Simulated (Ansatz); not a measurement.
AlO2:
```
AlO2
1.0
    9.34973     0.00000     0.00000
    0.00000     2.91684     0.00000
    0.00000     0.00000     4.82042
Al O
4 8
Direct
  0.66291   0.25000   0.54169
  0.33709   0.75000   0.45831
  0.83709   0.75000   0.04169
  0.16291   0.25000   0.95831
  0.53135   0.75000   0.34530
  0.46865   0.25000   0.65470
  0.96865   0.25000   0.84530
  0.03135   0.75000   0.15470
  0.22907   0.75000   0.77029
  0.77093   0.25000   0.22971
  0.27093   0.25000   0.27029
  0.72907   0.75000   0.72971
```
The run is spin-polarised; directions of the spins, atom by atom: 0 0 0 0 ↑ ↑ ↑ ↑ 0 0 0 0.

Relaxed with PBE. Special points in fractions of this cell's reciprocal vectors: Γ (0.000, 0.000, 0.000); X (0.500, 0.000, 0.000); S (0.500, 0.500, 0.000); Y (0.000, 0.500, 0.000); Z (0.000, 0.000, 0.500); U (0.500, 0.000, 0.500); R (0.500, 0.500, 0.500); T (0.000, 0.500, 0.500).

**Question.** List the band energies nearest the valence-band maximum at these points for PBE in the plane-wave PAW code Ansatz.

**Answer.** In eV from the valence-band maximum; about four levels below and three above (degenerate sets whole), none deeper than 8.9 eV; … stands for higher levels left out; points with the same levels are listed once.

```
k                      below                above
---  -----------------------  -------------------
Γ ↑  -1.19 -1.11 -0.52 -0.25          5.48 7.34 …
X ↑  -1.17 -1.17 -0.36 -0.36          6.27 6.27 …
S ↑  -0.96 -0.96 -0.96 -0.96                    …
Y ↑  -1.22 -1.22 -0.76 -0.76          9.73 9.73 …
Z ↑  -1.20 -1.20 -1.03 -1.03          7.63 7.63 …
U ↑  -1.23 -1.23 -0.91 -0.91          7.88 7.88 …
R ↑  -0.83 -0.83 -0.83 -0.83                    …
T ↑  -0.94 -0.94 -0.76 -0.76          9.07 9.07 …
Γ ↓   -1.59 -0.89 -0.60 0.00       0.42 0.64 0.68
X ↓  -1.45 -1.45 -0.33 -0.33  0.66 0.66 0.67 0.67
S ↓  -1.19 -1.19 -1.19 -1.19  0.68 0.68 0.68 0.68
Y ↓  -1.29 -1.29 -1.10 -1.10  0.65 0.65 0.74 0.74
Z ↓  -1.47 -1.47 -0.71 -0.71  0.35 0.35 0.63 0.63
U ↓  -1.60 -1.60 -1.02 -1.02  0.45 0.45 0.63 0.63
R ↓  -0.93 -0.93 -0.93 -0.93  0.85 0.85 0.85 0.85
T ↓  -1.02 -1.02 -0.77 -0.77  0.82 0.82 0.85 0.85
```

Space group Pnma. The workflow started from a Materials Project entry (that database holds measured and hypothetical structures alike); the Crystallography Open Database copy checked does not list it. Its standing as an ambient phase is unchecked. Symmetry was held in the PBE relaxation; whether a distortion lowers the energy is not shown. Spin order of the final state: ferromagnetic, chosen from 4 collinear starts compared on coarse meshes (ties went to the first, and starts can fall back to one state), not a proven ground state. No Hubbard U is applied.

Potentials: the later of the program's two PAW sets.
